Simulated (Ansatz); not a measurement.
Input:

LuBi (rock salt, Fm-3m), a = 6.2010 Å, b = 6.2010 Å, c = 6.2010 Å, α = 90.00°, β = 90.00°, γ = 90.00°; the cell used has 2 atoms.

This is the r²SCAN-relaxed structure.

### Question
All from plane-wave PAW r²SCAN (Ansatz code), unless another level is named. Predict the formation energy from the elements (no fitted shifts).

### Answer
-89 kJ/mol-atom.

### Question
Give the density of states at the Fermi level.

### Answer
0.10 states/eV per atom (mean over ±0.08 eV).

### Question
And the gap with spin–orbit coupling?

### Answer
none (metallic).

The first step of the workflow began from a Materials Project structure, measured or hypothetical; the Crystallography Open Database copy checked does not list it. With Lu and Bi taken as one species the cell has the higher symmetry Pm-3m, so it may be an ordered model of a mixed-site phase. Its standing as an ambient phase is unchecked. The r²SCAN relaxation kept the symmetry of its start; of distortions, only those at the zone centre were tested. The references are the lowest solids computed at this level, not always the standard phases. Scalar-relativistic: spin–orbit coupling is off unless named, which matters more the heavier the elements.

Potentials: the later of the program's two PAW sets.
